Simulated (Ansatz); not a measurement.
Here is the system:

Pb₂ClO₂:
```cif
data_Cl2O4Pb4
_chemical_formula_sum 'Pb4 O4 Cl2'
_space_group_name_H-M_alt 'I4/mmm'
_space_group_IT_number 139
_space_group_name_Hall '-I 4 2'
_cell_length_a 3.94126
_cell_length_b 3.94126
_cell_length_c 12.46741
_cell_angle_alpha 90.000
_cell_angle_beta 90.000
_cell_angle_gamma 90.000
loop_
_atom_site_label
_atom_site_type_symbol
_atom_site_symmetry_multiplicity
_atom_site_Wyckoff_symbol
_atom_site_fract_x
_atom_site_fract_y
_atom_site_fract_z
_atom_site_occupancy
Pb1 Pb 4 e 0.00000 0.00000 0.15295 1
O1 O 4 d 0.00000 0.50000 0.25000 1
Cl1 Cl 2 b 0.00000 0.00000 0.50000 1
```
(The calculation used a cell of 5 atoms; values per cell refer to that cell.)

This is the r²SCAN+D4-relaxed structure.

Q: All from the program Ansatz at the r²SCAN+D4 level (PAW), unless another level is named. Give the electronic character.

A: metallic (no gap).

Q: What about the density of states at the Fermi level?

A: 0.51 states/eV per atom (mean over ±0.08 eV).

Q: Give the formation energy from the elements (no fitted shifts).

A: -1.15 eV/atom.

The workflow started from an entry of the Crystallography Open Database (COD). Whether it is the stable phase at ambient conditions was not checked. Symmetry was held in the r²SCAN+D4 relaxation; its stability against distortions is not shown here. With an odd number of electrons in the cell and no spin polarisation, the count alone makes it a metal. The references are the lowest solids computed at this level, not always the standard phases (solids in place of the gases). Scalar-relativistic: spin–orbit coupling is off unless named, which matters more the heavier the elements.

Potentials: the later of the program's two PAW sets.
